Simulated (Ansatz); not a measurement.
# Clamped-ion strain scan in SnTe

All numbers below come from DFT LDA, scalar-relativistic, plane waves, PAW in Ansatz. Cutoff 420 eV, Γ-centred 10×10×10 k-points, Gaussian smearing of 0.03 eV. No spin polarisation. Energies are free energies at this smearing, counted from the undisturbed cell; pressure is positive in compression.

The undisturbed cell (as given, not relaxed at this level; it stands at -1.7 GPa):

```yaml
crystal:
  lattice:
    - [0.00000, 3.15650, 3.15650]
    - [3.15650, 0.00000, 3.15650]
    - [3.15650, 3.15650, 0.00000]
  atoms:
    - { symbol: Sn, position: [0.00000, 0.00000, 0.00000] }
    - { symbol: Te, position: [0.50000, 0.50000, 0.50000] }
```

The cell is strained by ε times the Voigt pattern (0, 1, 0, 0, 0, 0) (xx, yy, zz, yz, xz, xy; engineering shear) with fractional coordinates fixed.

ε, ΔE (meV/atom) and a bar:
```
  -0.0200       -1.5 ##
  -0.0150       -2.2
  -0.0100       -2.1
  -0.0050       -1.4 ##
   0.0000        0.0 #####
   0.0050        2.0 #########
   0.0100        4.6 ###############
   0.0150        7.7 ######################
   0.0175        9.4 ##########################
   0.0200       11.3 ##############################
```